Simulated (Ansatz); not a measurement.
LiCl (rock salt, Fm-3m), a = b = c = 5.0647 Å, α = β = γ = 90.00°; the cell used has 2 atoms.

Relaxed with PBEsol.

Task: Give the optical modes at the zone centre with their infrared activity from DFPT, the program Ansatz at the PBEsol level (PAW).

Result: Transverse frequencies, without the LO–TO term; a row sums one degenerate level.

```json
[
 {"ω (cm⁻¹)": "206", "degeneracy": "3", "IR ((D/Å)²/amu)": "16.42", "activity": "IR", "symmetry": "T1u"}
]
```

Task: How high does the top mode go among those that the LO–TO term moves?

Result: 399 cm⁻¹ for q along x.

Symmetry was held in the PBEsol relaxation.

Potentials: the earlier of the program's two PAW sets. The files were generated under PBE; for other functionals the program regenerates the frozen cores, and for LDA and PBEsol the local potential too.
